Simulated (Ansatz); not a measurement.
**The equilibrium volume of HfIn4SiO6, sorted by core time**

```xyz
12
Lattice="3.2302 -5.5777 -0.0247 3.2302 5.5777 -0.0247 -1.4907 0.0000 6.3203" Properties=species:S:1:pos:R:3 pbc="T T T"
Hf    0.6440    0.0000    0.0526
In    4.1040   -1.7301    0.0202
In    4.1040    1.7301    0.0202
In    1.7482   -1.8121    3.0400
In    1.7482    1.8121    3.0400
Si    4.8557    0.0000    2.7718
O     4.0293   -1.3765    2.3731
O     4.0293    1.3765    2.3731
O    -0.2525    0.0000    1.8631
O     5.2892    0.0000    4.3477
O     1.7422   -1.5806    0.4557
O     1.7422    1.5806    0.4557
```

The cell comes from a database or a generator and needn't be the stable form of this composition.

| rung | level | program and potentials | cutoff (eV) | k mesh | core time | chip | equilibrium volume (Å³/atom) | notes |
| --- | --- | --- | --- | --- | --- | --- | --- | --- |
| GGA + dispersion | PBE+D4 | Ansatz, Ansatz PAW | 420 | 4 × 4 × 3 | 11 min | Arm Neoverse V2 | 17.71 | - |
| GGA + dispersion | PBE+D3(BJ)+ATM | Ansatz, Ansatz PAW | 420 | 4 × 4 × 3 | 12 min | Arm Neoverse V1 | 17.78 | - |
| GGA + dispersion | PBE+D3(BJ) | Ansatz, Ansatz PAW | 420 | 4 × 4 × 3 | 12 min | Arm Neoverse V1 | 17.71 | - |
| GGA | revPBE | Ansatz, Ansatz PAW | 420 | 4 × 4 × 3 | 19 min | Arm Neoverse N1 | 20.44 | potentials made for PBE, which Ansatz adapts in part |
| meta-GGA + dispersion | r2SCAN+rVV10 | Ansatz, Ansatz PAW | 500 | 4 × 4 × 3 | 28 min | Arm Neoverse V1 | 17.03 | potentials made for PBE, which Ansatz adapts in part |

Times are single runs on shared hosts and different chips, so they are rough; meshes, cutoffs and the tasks' sizes weigh on the time. Task: relaxation of cell and atoms. All rows: no spin polarisation. Meshes are those of the run's cell of 12 atoms unless a note names another. Relaxations start from the cell shown or near it and stop with a little pressure left. Runs on faulty files, with rough fits or with known faults for this quantity aren't shown. No row holds spin-orbit coupling.

By rung: GGA + dispersion 17.71 to 17.78; GGA 20.44; meta-GGA + dispersion 17.03 (Å³/atom).
